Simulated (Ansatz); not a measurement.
BaTiO3:
```cif
data_BaO3Ti
_chemical_formula_sum 'Ba1 Ti1 O3'
_space_group_name_H-M_alt 'P 1'
_space_group_IT_number 1
_cell_length_a 3.97020
_cell_length_b 3.97020
_cell_length_c 3.97020
_cell_angle_alpha 90.000
_cell_angle_beta 90.000
_cell_angle_gamma 90.000
loop_
_space_group_symop_operation_xyz
  'x, y, z'
loop_
_atom_site_label
_atom_site_type_symbol
_atom_site_fract_x
_atom_site_fract_y
_atom_site_fract_z
_atom_site_occupancy
Ba1 Ba 0.50000 0.50000 0.50000 1
Ti1 Ti 0.00000 0.00000 0.00000 1
O1 O 0.50000 0.00000 0.00000 1
O2 O 0.00000 0.50000 0.00000 1
O3 O 0.00000 0.00000 0.50000 1
```

Relaxed with PBEsol. The program Ansatz at the PBEsol level (PAW) gives a gap of 1.82 eV.

Problem. What gap does HSE06 give on the same cell (Ansatz, PAW)?

Solution. 3.26 eV, 1.44 eV more. The hybrid was solved on a coarser mesh and at special points; its gap is the smallest among all of these.

| k | v1 PBEsol | c1 PBEsol | v1 HSE06 | c1 HSE06 |
|---|---|---|---|---|
| Γ | -0.07 | 1.82 | -0.06 | 3.26 |
| R | 0.00 | 4.38 | ___ | ___ |
| M | -0.05 | 3.68 | ___ | ___ |
| X | -0.67 | 1.96 | ___ | ___ |

Problem. Top valence (v1) and lowest conduction level (c1) in eV from each method's valence maximum (which need not be a listed point): supply the withheld HSE06 values.

Solution. 
- X, v1 HSE06: -0.72
- X, c1 HSE06: 3.41
- R, v1 HSE06: 0.00
- R, c1 HSE06: 6.08
- M, v1 HSE06: -0.05
- M, c1 HSE06: 5.27

Cost on shared cores: the PBEsol run (SCF on a 7×7×7 mesh, then bands and DOS) roughly 15 core-seconds, the HSE06 run (SCF on 4×4×4, then a few points) about 60 core-seconds (a rough figure); the tasks are unlike.

Space group Pm-3m (cubic perovskite). This is a known high-temperature phase of the composition, computed here at zero pressure and temperature. The PBEsol relaxation kept the symmetry of its start; whether a distortion lowers the energy is not shown. No spin polarisation was allowed. Scalar-relativistic: spin–orbit coupling is off unless named, which matters more the heavier the elements.

Potentials: the earlier of the program's two PAW sets.
